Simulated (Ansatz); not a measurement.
**Data sheet: BP (DFT)**

BP:
Space group Fm-3m (No. 225); a = b = c = 4.2886 Å, α = β = γ = 90.00°

| atom | site | symmetry | x | y | z |
|---|---|---|---|---|---|
| P | 4a | m-3m | 0.0000 | 0.0000 | 0.0000 |
| B | 4b | m-3m | 0.5000 | 0.5000 | 0.5000 |
(The calculation used a cell of 2 atoms; values per cell refer to that cell.)

Space group Fm-3m (No. 225), rock salt; conventional cell a = 4.2886 Å, b = 4.2886 Å, c = 4.2886 Å, α = 90.00°, β = 90.00°, γ = 90.00°.

Method: PBEsol in the plane-wave PAW code Ansatz. The cell and atoms are relaxed at this level. Other levels are named where they apply.

**Cell and energy**

```yaml
volume_per_atom: 9.86 Å³
density: 3.52 g/cm³
Formation energy from the elements (no fitted shifts): 0.54 eV/atom
```

**Electronic structure**

```yaml
electronic_character: metallic (no gap)
Density of states at the Fermi level: 0.35 states/eV per atom (mean over ±0.08 eV)
```

**Mechanics**

```yaml
Bulk modulus (Birch–Murnaghan fit): 174 GPa
Pressure derivative B′: 3.9
Elastic constants (relaxed ions, GPa): C11 = 240, C12 = 137, C44 = 61.2
mechanical_stability: stable (all eigenvalues of C positive)
hill_bulk_and_shear_moduli: 171 and 57.1 GPa
Young's modulus: 154 GPa
Poisson's ratio: 0.35
debye_temperature_from_the_elastic_constants: 629 K
```

**Phonons**

```yaml
highest_zone_centre_frequency: 53 cm⁻¹
zone_centre_stability: no imaginary mode at Γ
```

The start of the workflow was typed in or built on a structure type; neither database checked (COD, Materials Project) lists it. It is not the phase usual at ambient conditions (space group No. 216). Symmetry was held in the PBEsol relaxation. Its formation energy is positive at this level, so the cell may be metastable or incomplete. As this level gives no gap, shear constants depend on the k-mesh and smearing (Fermi–Dirac, 0.1 eV here). As this level gives no gap, phonon frequencies hold no LO–TO term and depend on the k-mesh and smearing (Fermi–Dirac, 0.1 eV here). The references are the lowest solids computed at this level, not always the standard phases.

Potentials: the earlier of the program's two PAW sets. The files were generated under PBE; for other functionals the program regenerates the frozen cores, and for LDA and PBEsol the local potential too.
